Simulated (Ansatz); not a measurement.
This run works on a generated trial structure, not on a known crystal.

Input and command of a plane-wave DFT calculation in Ansatz:

```yaml
crystal:
  lattice:
    - [4.5929125136, -2.7847352432, 0.0]
    - [4.5929125136, 2.7847352432, 0.0]
    - [-1.5878006033, 0.0, 8.0937368467]
  atoms:
    - { symbol: Al, position: [0.4641786017, 0.9558032991, 0.6777917887] }
    - { symbol: Al, position: [0.5399345795, 0.065689988, 0.3786731056] }
    - { symbol: Al, position: [0.9558032991, 0.4641786017, 0.6777917887] }
    - { symbol: Al, position: [0.065689988, 0.5399345795, 0.3786731056] }
    - { symbol: Al, position: [0.4555950416, 0.4555950416, 0.6745645318] }
    - { symbol: Al, position: [0.564413186, 0.564413186, 0.3879512249] }
    - { symbol: Al, position: [0.9798054023, 0.9798054023, 0.7982160681] }
    - { symbol: Al, position: [0.0586430005, 0.0586430005, 0.2189230492] }
    - { symbol: O, position: [0.0291451798, 0.0291451798, 0.0093113315] }
    - { symbol: O, position: [0.8862903246, 0.8862903246, 0.2978872223] }
basis:
  ecutwfc: 420
kpoints:
  mp_grid: { grid: [8, 8, 6] }
hamiltonian:
  xc: pbe
scf:
  occupations: { method: gaussian, width: 0.1 }
output:
  forces: true
  stress: true
  eigenvalues: true
relax:
  adjacent_minimum: "off"
  f_tol: 0.01
  max_steps: 80
  cell: { stress_tol: 0.05 }
```

```bash
ansatz run input.yaml --threads 1 --pin off --max-ram 2560MiB --backend cpu --events-out ev --progress --plain --runs-dir out
```

Processor: AMD EPYC 9R45 96-Core Processor (Zen 5), 1 thread, on a host shared with other jobs.

Problem. How long does it run, and how much memory does it take?

Solution. About 99 s, peak memory 0.84 GiB. It solves 28 bands at 114 k points (after reduction by symmetry) with about 4021 plane waves (on the last cell), in 32 SCF iterations over 6 ionic steps.
